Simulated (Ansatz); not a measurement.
One stationary structure of SiS2. Space group I-42d (No. 122). Calculation: r2SCAN (plane waves to 500 eV, PAW, scalar-relativistic; Ansatz, a quantum-chemistry and plane-wave program).

```cif
data_S4Si2
_chemical_formula_sum 'Si2 S4'
_space_group_name_H-M_alt 'P 1'
_space_group_IT_number 1
_cell_length_a 5.85913
_cell_length_b 5.85913
_cell_length_c 5.85913
_cell_angle_alpha 123.409
_cell_angle_beta 123.409
_cell_angle_gamma 84.191
loop_
_space_group_symop_operation_xyz
  'x, y, z'
loop_
_atom_site_label
_atom_site_type_symbol
_atom_site_fract_x
_atom_site_fract_y
_atom_site_fract_z
_atom_site_occupancy
Si1 Si 0.75000 0.25000 0.50000 1
Si2 Si 0.00000 0.00000 0.00000 1
S1 S 0.09263 0.62500 0.96763 1
S2 S 0.87500 0.90737 0.53237 1
S3 S 0.37500 0.34263 0.46763 1
S4 S 0.65737 0.12500 0.03237 1
```

| Property | Result |
|---|---|
| Volume per atom | 22.36 Å³ |
| Band gap | 3.54 eV, indirect (valence top at S, conduction bottom at Γ) (no spin-orbit coupling) |
| Smallest direct gap | 3.70 eV at Γ |
| Shortest distances | S–Si 2.14 Å; S–S 3.39 Å; Si–Si 3.53 Å |
| k-mesh | 8×8×8 |

Band energies at high-symmetry points (eV from the VBM; labels of this space group; no spin-orbit coupling), from −5 eV up to 5.4 eV:

```
point                                                                         energies
-----  -------------------------------------------------------------------------------
Γ                 -4.14 -4.12 -3.27 -1.75 -1.36 -1.36 -0.50 -0.50 -0.16 3.54 4.79 4.83
X      -3.99 -3.99 -3.12 -3.12 -1.85 -1.85 -0.75 -0.75 -0.22 -0.22 4.24 4.24 5.17 5.17
P      -4.36 -4.36 -2.67 -2.67 -1.92 -1.92 -0.57 -0.57 -0.48 -0.48 4.34 4.34 4.98 4.98
N           -4.83 -4.18 -2.70 -2.70 -2.35 -2.22 -1.04 -0.96 -0.30 -0.23 4.20 4.91 5.01
M      -4.18 -4.18 -2.26 -2.26 -1.94 -1.94 -1.87 -1.87 -0.17 -0.17 3.95 3.95 4.09 4.09
S       -4.48 -4.12 -2.92 -2.74 -2.00 -1.79 -1.63 -0.76 -0.52 0.00 3.76 4.34 4.48 5.25
S0      -4.48 -4.12 -2.92 -2.74 -2.00 -1.79 -1.63 -0.76 -0.52 0.00 3.76 4.34 4.48 5.25
R      -4.19 -4.19 -2.96 -2.96 -1.97 -1.97 -0.90 -0.90 -0.22 -0.22 4.19 4.19 5.25 5.25
```

No spin polarisation in the result.

It was reached from a disturbed copy of a Pnnm (No. 58) cell (AFLOW prototype AB2_oP6_58_a_g (as in Fe2C)), against which it lies -0.344 eV/atom.

The first start was generated by placing the elements on the sites of a structure type. A measured structure of SiS2 has the same space group, I-42d (No. 122); the sites were not compared with it.
